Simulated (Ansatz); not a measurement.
# A plane-wave run on MgMnIr

The input, for Ansatz 0.2.0 (plane waves, PAW):

```yaml
crystal:
  lattice:
    - [3.845226, 0.0, 0.0]
    - [0.0, 3.845226, 0.0]
    - [0.0, 0.0, 6.745966]
  atoms:
    - { symbol: Ir, position: [0.0, 0.5, 0.656] }
    - { symbol: Ir, position: [0.5, 0.0, 0.344] }
    - { symbol: Mg, position: [0.0, 0.5, 0.196] }
    - { symbol: Mg, position: [0.5, 0.0, 0.804] }
    - { symbol: Mn, position: [0.0, 0.0, 0.0] }
    - { symbol: Mn, position: [0.5, 0.5, 0.0] }
  symmetry: { tolerance: 0.0003 }
kpoints:
  mp_grid: { grid: [9, 9, 5], shift: [0, 0, 0] }
  band_path:
    path:
      - [0.0, 0.0, 0.0]
      - [0.0, 0.5, 0.0]
      - [0.5, 0.5, 0.0]
      - [0.0, 0.0, 0.0]
      - [0.0, 0.0, 0.5]
      - [0.0, 0.5, 0.5]
      - [0.5, 0.5, 0.5]
      - [0.0, 0.0, 0.5]
      - [0.0, 0.5, 0.0]
      - [0.0, 0.5, 0.5]
      - [0.5, 0.5, 0.0]
    npoints: 6
magnetization:
  spin_polarized: false
scf:
  occupations: { method: fermi_dirac }
  lower_state_search: "off"
  max_iter: 200
hamiltonian:
  pseudopotentials: { kind: paw }
  xc: r2scan
basis:
  ecutwfc: 500
  fft_grid_basis: typed
output:
  forces: true
  stress: true
  eigenvalues: true
  bader: true
  populations: true
  elf: true
  write_potential: true
  volumetric_format: npy
  dos:
    e_range: [-12, 8]
    de: 0.05
    projected: { site_lists: { Ir: [Ir], Mg: [Mg], Mn: [Mn] } }
checkpoint:
  read: saved_state
```

The run starts from an earlier solution of this cell. 

Parts of the output:

```
Pseudopotentials: kind: paw
Pseudopotential: Ir, paw, valence charge 17, recommended cutoff 500 eV (meta_gga), Ir.paw.azcp
Pseudopotential: Mg, paw, valence charge 10, recommended cutoff 500 eV (meta_gga), Mg.paw.azcp
Pseudopotential: Mn, paw, valence charge 15, recommended cutoff 500 eV (meta_gga), Mn.paw.azcp
Functional definition: r2SCAN
  exchange = r2scan_x(k0 = k0, k1 = k1, a1 = a1)
  correlation = r2scan_c
Crystal: 6 atoms, lattice volume = 99.744 Å³
Basis set: ecut = 500 eV, 2501 PW (Γ), exchange–correlation on 120×120×200 points (64 copies of the dense FFT grid, shifted against one another)
Bands: 51, of which v1, the nominal top of the filled ones, is band 42 counted from 1 (41 counted from 0)
Symmetry: 16 space group operations
Space group: P4/nmm (ITA 129), of the structure as read, at distance tolerance 1.4e-3 Å
k-points: 45 of 405
Initial density: read from a saved state, or passed on in memory by an earlier SCF of this step, an earlier step, the calling program or the single point that the run made first
Functional: x = r2scan, c = r2scan; τ floored in thin density (d = 2e-4 eV/Å³)
SCF iter   1: F=-35549.1994 eV  Δρ=2.93e-3  dr2=3.85e-3  dr2_τ=1.14e-2
SCF iter   2: F=-35549.1911 eV  Δρ=3.48e-3  dr2=1.51e-2  dr2_τ=6.30e-4  recentre
SCF iter   3: F=-35549.1999 eV  Δρ=2.46e-3  dr2=5.29e-3  dr2_τ=9.02e-4
SCF iter   4: F=-35549.2045 eV  Δρ=1.40e-3  dr2=3.01e-4  dr2_τ=3.70e-4
SCF iter   5: F=-35549.2046 eV  Δρ=4.64e-4  dr2=7.68e-5  dr2_τ=3.07e-5
SCF iter   6: F=-35549.2046 eV  Δρ=1.13e-4  dr2=1.00e-5  dr2_τ=1.01e-6
SCF iter   7: F=-35549.2046 eV  Δρ=1.09e-4  dr2=1.94e-5  dr2_τ=5.88e-7
SCF iter   8: F=-35549.2046 eV  Δρ=1.82e-5  dr2=3.35e-7  dr2_τ=1.36e-8
SCF iter   9: F=-35549.2046 eV  Δρ=1.81e-5  dr2=5.32e-7  dr2_τ=1.40e-8
SCF iter  10: F=-35549.2046 eV  Δρ=5.44e-6  dr2=4.36e-8  dr2_τ=3.52e-10
Free energy (F): -35549.2046 eV
Harris-Foulkes:  -35549.2046 eV  (|F-HF|=3.49e-8)
Internal energy: -35548.8705 eV  (E = F + TS)
E sigma→0 (E₀):  -35549.0376 eV
Entropy (-TS):   -0.3341 eV (-55.687 meV/atom)
Fermi energy:    12.7893 eV
--- Per-component energies (eV) ---
  E_band       = -1702.0418
  E_kinetic    = 2004.8787
  E_local      = -10881.3302  (includes V_loc(G=0)·N_el)
  E_nonlocal   = 829.5147
  E_hartree    = 4263.5508
  E_xc         = -777.3676
  E_vxc        = -1060.1577  (∫ρ·V_xc dr)
  E_paw        = -21709.6275  (= ΣΔE_a)
  E_vpaw       = -1191.5818  (= ΣTr[D̂ρ^β])
  E_aug_tail   =  0.0000  (compensation charges beyond the density's cutoff)
  E_vtau       = 69.5522  (kinetic-family band-sum trace: ∫τ·v_τ [+ j·A + Jᵃ·Aᵃ] dr)
  E_ewald      = -9277.2372
  E_core_change = -1.2523  (= ΣΔE_core)
  E_smearing   = -0.3341  (= −TS)
--- Forces (eV/Å), atoms counted from 1 ---
  atom   1  Ir     0.0000     0.0000     2.2805
  atom   2  Ir     0.0000     0.0000    -2.2805
  atom   3  Mg     0.0000     0.0000     5.6339
  atom   4  Mg     0.0000     0.0000    -5.6339
  atom   5  Mn     0.0000     0.0000     0.0000
  atom   6  Mn     0.0000     0.0000     0.0000
--- Stress (GPa, compression-positive) ---
      -10.3862       0.0000       0.0000
        0.0000     -10.3862       0.0000
        0.0000       0.0000     -17.2004
  P = ⅓ Tr σ = -12.6576 GPa (-126.576 kbar)
--- Bader charges: 6 sites ---
  site symbol  charge [e]  shift [e]
     0     Ir     -1.0082     0.0000
     1     Ir     -1.0082     0.0000
     2     Mg      1.5304     0.0008
     3     Mg      1.5304     0.0008
     4     Mn     -0.5222     0.0008
     5     Mn     -0.5223     0.0008
```

Origin: a known structure type with other elements, at an estimated volume, so it need not be a known compound. Caveats: no spin polarisation, so a magnetic state may lie lower; atoms or cell far from equilibrium.
